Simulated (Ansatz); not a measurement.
**rocksalt-structured CuSb**

Method: r²SCAN, scalar-relativistic; no spin polarisation; PAW, 500 eV, 12×12×12 k-mesh, Gaussian smearing of 0.05 eV; code Ansatz. The datasets are Ansatz's generated set soft_2.

```
CELL_PARAMETERS angstrom
0.00000 2.69127 2.69127
2.69127 0.00000 2.69127
2.69127 2.69127 0.00000
ATOMIC_POSITIONS crystal
Cu 0.50000 0.50000 0.50000
Sb 0.00000 0.00000 0.00000
```

The cell came from substitution into a structure type; whether the compound takes it is for experiment to say.

Cell and atoms are those of this level's equilibrium.

Path: Γ–X–U | K–Γ–L–W–X, with Γ = (0.000, 0.000, 0.000), X = (0.500, 0.000, 0.500), U = (0.625, 0.250, 0.625), K = (0.375, 0.375, 0.750), L = (0.500, 0.500, 0.500), W = (0.500, 0.250, 0.750) in reciprocal vectors of the calculation's cell.

Q: Is it a metal or an insulator, and if it has a gap, where are the band edges on this path?

A: A metal: bands cross the Fermi level.

Levels between -5 and 3 eV from the Fermi level at the path's named points:
| point | below E_F (eV) | above E_F (eV) |
| --- | --- | --- |
| Γ | -3.39 -3.39 -3.39 -3.34 -3.34 | 1.75 1.75 1.75 |
| X | -3.67 -3.21 -3.05 -3.05 -2.49 -1.59 -1.59 | 0.67 |
| U and K | -4.77 -4.76 -3.70 -3.10 -3.10 -2.79 -2.50 -0.30 | 2.77 |
| L | -4.02 -4.02 -3.15 -3.15 -2.90 | 2.67 2.67 |
| W | -4.40 -4.40 -4.33 -3.05 -2.64 -2.64 -2.50 -2.49 |  |

It ran for 20 s on 2 threads of Arm Neoverse V2, on a shared host, peak memory 0.49 GiB.

For elements this heavy, spin–orbit coupling would shift levels and gaps; it isn't included here.
